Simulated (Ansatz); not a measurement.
LaPt₂:
```xyz
6
Lattice="0.0000 3.9113 3.9113 3.9113 0.0000 3.9113 3.9113 3.9113 0.0000" Properties=species:S:1:pos:R:3 pbc="T T T"
La     0.0000     0.0000     0.0000
La     1.9556     1.9556     1.9556
Pt     4.8891     4.8891     4.8891
Pt     4.8891     2.9334     2.9334
Pt     2.9334     2.9334     4.8891
Pt     2.9334     4.8891     2.9334
```

Relaxed with r²SCAN. Special points in fractions of this cell's reciprocal vectors: Γ (0.000, 0.000, 0.000); X (0.500, 0.000, 0.500); U (0.625, 0.250, 0.625); K (0.375, 0.375, 0.750); L (0.500, 0.500, 0.500); W (0.500, 0.250, 0.750).

Question: List the band energies nearest the Fermi level at these points for plane-wave PAW r²SCAN (Ansatz code).

Answer: In eV from the Fermi level; about four levels below and three above (degenerate sets whole), none deeper than 8.9 eV; points with the same levels are listed once.

```
k                    below                above
-  -----------------------  -------------------
Γ  -2.13 -2.13 -1.51 -1.51       0.04 0.04 0.04
X  -2.04 -2.04 -2.00 -2.00  0.23 0.23 1.23 1.23
U  -2.38 -1.85 -1.45 -0.25  0.74 1.10 1.55 1.55
L  -2.28 -2.28 -1.81 -1.81       0.10 0.10 0.18
W  -2.42 -2.42 -1.53 -1.53  0.11 0.11 1.31 1.31
```

Space group Fd-3m (cubic Laves (MgCu2 type)). The workflow started from a Materials Project entry (that database holds measured and hypothetical structures alike); the Crystallography Open Database files this formula in space group No. 227, but the cells were not matched. Whether it is the stable phase at ambient conditions was not checked. The cell was relaxed with r²SCAN under the symmetry of its start; its stability against distortions is not shown here. The run is not spin-polarised. Scalar-relativistic: spin–orbit coupling is off unless named, which matters more the heavier the elements.

Potentials: the later of the program's two PAW sets.
